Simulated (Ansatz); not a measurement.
Given:

LiF (CsCl type, Pm-3m), a = 2.5163 Å, b = 2.5163 Å, c = 2.5163 Å, α = 90.00°, β = 90.00°, γ = 90.00°.

This is the r²SCAN-relaxed structure.

**Question.** All from plane-wave PAW r²SCAN (Ansatz code), unless another level is named. Give the bulk modulus (Birch–Murnaghan fit).

**Answer.** 77.2 GPa.

**Question.** What about the elastic constants (relaxed ions, GPa)?

**Answer.** C11 = 289, C12 = -28.4, C44 = -31.1.

The first step of the workflow began from a Materials Project structure, measured or hypothetical; the Crystallography Open Database copy checked does not list it. It is not the phase usual at ambient conditions (space group No. 225). The cell was relaxed with r²SCAN under the symmetry of its start. At this level the phase is dynamically unstable (imaginary phonons).

Potentials: the later of the program's two PAW sets.
